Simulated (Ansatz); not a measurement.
Input:

Cs2AgBiBr6:
```cif
data_Ag4Bi4Br24Cs8
_chemical_formula_sum 'Bi4 Ag4 Cs8 Br24'
_space_group_name_H-M_alt 'Fm-3m'
_space_group_IT_number 225
_space_group_name_Hall '-F 4 2 3'
_cell_length_a 10.99529
_cell_length_b 10.99529
_cell_length_c 10.99529
_cell_angle_alpha 90.000
_cell_angle_beta 90.000
_cell_angle_gamma 90.000
loop_
_atom_site_label
_atom_site_type_symbol
_atom_site_symmetry_multiplicity
_atom_site_Wyckoff_symbol
_atom_site_fract_x
_atom_site_fract_y
_atom_site_fract_z
_atom_site_occupancy
Bi1 Bi 4 a 0.00000 0.00000 0.00000 1
Ag1 Ag 4 b 0.50000 0.50000 0.50000 1
Cs1 Cs 8 c 0.25000 0.25000 0.25000 1
Br1 Br 24 e 0.00000 0.00000 0.25550 1
```
(The calculation used a cell of 10 atoms; values per cell refer to that cell.)

This is the LDA-relaxed structure.

Problem. All from the program Ansatz at the LDA level (PAW), unless another level is named. Predict the Poisson's ratio.

Solution. 0.35.

Problem. Next, the highest zone-centre frequency (without LO–TO term)?

Solution. 188 cm⁻¹.

Problem. Predict the elastic constants (relaxed ions, GPa).

Solution. C11 = 59.2, C12 = 20.0, C44 = 7.7.

Symmetry was held in the LDA relaxation; of distortions, only those at the zone centre were tested, and some modes there are weakly imaginary. No spin polarisation was allowed. Scalar-relativistic: spin–orbit coupling is off unless named, which matters more the heavier the elements.

Potentials: the later of the program's two PAW sets.
